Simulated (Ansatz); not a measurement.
BaCuSF:
```
CELL_PARAMETERS angstrom
      4.09288     0.00000     0.00000
      0.00000     4.09288     0.00000
      0.00000     0.00000     9.06911
ATOMIC_POSITIONS crystal
  Ba 0.00000 0.50000 0.82094
  Ba 0.50000 0.00000 0.17906
  Cu 0.50000 0.50000 0.50000
  Cu 0.00000 0.00000 0.50000
  S  0.00000 0.50000 0.35676
  S  0.50000 0.00000 0.64324
  F  0.50000 0.50000 0.00000
  F  0.00000 0.00000 0.00000
```

Relaxed with r²SCAN. Special points in fractions of this cell's reciprocal vectors: Γ (0.000, 0.000, 0.000); X (0.000, 0.500, 0.000); M (0.500, 0.500, 0.000); Z (0.000, 0.000, 0.500); R (0.000, 0.500, 0.500); A (0.500, 0.500, 0.500).

List the band energies nearest the valence-band maximum at these points for the program Ansatz at the r²SCAN with spin–orbit coupling level (PAW).

In eV from the valence-band maximum; about four levels below and three above (degenerate sets whole), none deeper than 8.9 eV; points with the same levels are listed once.

```csv
k,below,above
Γ,-0.03 -0.03 0.00 0.00,1.84 1.84 2.29 2.29
X,-0.55 -0.55 -0.55 -0.55,2.63 2.63 2.63 2.63
M,-1.08 -1.08 -1.08 -1.08,3.42 3.42 3.42 3.42
Z,-0.03 -0.03 -0.01 -0.01,2.09 2.09 2.17 2.17
R,-0.54 -0.54 -0.54 -0.54,2.79 2.79 2.79 2.79
A,-1.08 -1.08 -1.08 -1.08,3.61 3.61 3.61 3.61
```

Space group P4/nmm. The first step of the workflow began from a Materials Project structure, measured or hypothetical; the Crystallography Open Database copy checked does not list it. Whether it is the stable phase at ambient conditions was not checked. Symmetry was held in the r²SCAN relaxation; phonons on a q-mesh show no instability. No spin polarisation was allowed. No Hubbard U is applied.

Potentials: the earlier of the program's two PAW sets.
